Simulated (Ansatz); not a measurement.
The cell below belongs to a search over invented structures; it isn't taken from experiment.

Input and command of a plane-wave DFT calculation in Ansatz:

```yaml
crystal:
  lattice:
    - [2.0696280571, 1.1949003159, 11.8866876838]
    - [-2.0696280571, 1.1949003159, 11.8866876838]
    - [0.0, -2.3898006318, 11.8866876838]
  atoms:
    - { symbol: Sn, position: [0.1369480234, 0.1369480234, 0.1369480234] }
    - { symbol: Sn, position: [0.8630519766, 0.8630519766, 0.8630519766] }
    - { symbol: Sn, position: [0.7125584456, 0.7125584456, 0.7125584456] }
    - { symbol: Sn, position: [0.2874415544, 0.2874415544, 0.2874415544] }
    - { symbol: Ge, position: [0.4272527318, 0.4272527318, 0.4272527318] }
    - { symbol: Ge, position: [0.5727472682, 0.5727472682, 0.5727472682] }
    - { symbol: Ge, position: [0.0, 0.0, 0.0] }
basis:
  ecutwfc: 500
kpoints:
  mp_grid: { grid: [12, 12, 12] }
  band_path:
    path:
      - [[0.0, 0.0, 0.0], [0.5, 0.5, 0.5], [0.82659658, 0.17340342, 0.5]]
      - [[0.5, -0.17340342, 0.17340342], [0.5, 0.0, 0.0], [0.0, 0.0, 0.0], [0.33670171, -0.33670171, 0.0]]
      - [[0.66329829, 0.0, 0.33670171], [0.5, 0.0, 0.5], [0.0, 0.0, 0.0]]
    npoints: 14
hamiltonian:
  xc: r2scan
scf:
  occupations: { method: gaussian, width: 0.1 }
  n_extra_bands: 17
output:
  forces: true
  stress: true
  eigenvalues: true
  populations: true
  dos: { projected: true, de: 0.02, nscf_kmesh: { grid: [15, 15, 15] } }
  bader: true
  write_density: true
  write_potential: true
  elf: true
  volumetric_format: npy
```

```bash
ansatz run input.yaml --threads 1 --pin off --max-ram 2560MiB --backend cpu --events-out ev --progress --plain --runs-dir out
```

Processor: AMD EPYC 9R45 96-Core Processor (Zen 5), 1 thread, on a host shared with other jobs.

Q: Estimate time, memory and problem size.

A: About 4.1 min, peak memory 2.2 GiB. It solves 66 bands at 189 k points (after reduction by symmetry) with about 4489 plane waves, in 7 SCF iterations.
